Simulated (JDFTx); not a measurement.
System: Hf(0001) (P6_3/mmc bulk; lattice of mp-103, not re-optimised at this level), 1x1 cell of 4 atoms in 4 planes, area 8.83 Å² a face, 7.4 Å between the outermost planes in a cell 23.6 Å high; k mesh 8×8×1, Fermi width 0.01 Ha, no spin polarisation.

Computed with JDFTx (a modified build): PBE, GBRV ultrasoft potentials, plane waves to 20/100 Ha. Liquid: CANDLE, water, 0.5 M KF. Between zero charge and 0.50 V from it the run gives σ = 19.8 μC/cm², a mean capacitance of 39.4 μF/cm². The liquid has ε = 78.4, a 1:1 salt at 0.5 M with linear (Debye) response, and T = 298 K.

Working it through: the Debye length, the diffuse-layer capacitance, and the inner capacitance that is left when the two stand in series.

Each ion has density c = 0.5 × 6.022×10⁻⁴ = 3.011e-04 Å⁻³. λ² = ε kT / (8π (e²/4πε₀) c) with kT = 0.02568 eV and e²/4πε₀ = 14.40 eV Å gives λ = 4.30 Å; the log prints 4.30 Å. C_diffuse = ε₀ε/λ = 161 μF/cm². Then 1/C_inner = 1/39.4 − 1/161, so C_inner = 52.1 μF/cm², which equals a vacuum gap of ε₀/C_inner = 0.17 Å. The diffuse layer takes 24 % of the potential drop; the rest lies between the electrode's charge and the onset of the dielectric, with the electrode's own (quantum) capacitance in it. The split is a model: in the calculation solvent and ions share one smooth cavity.
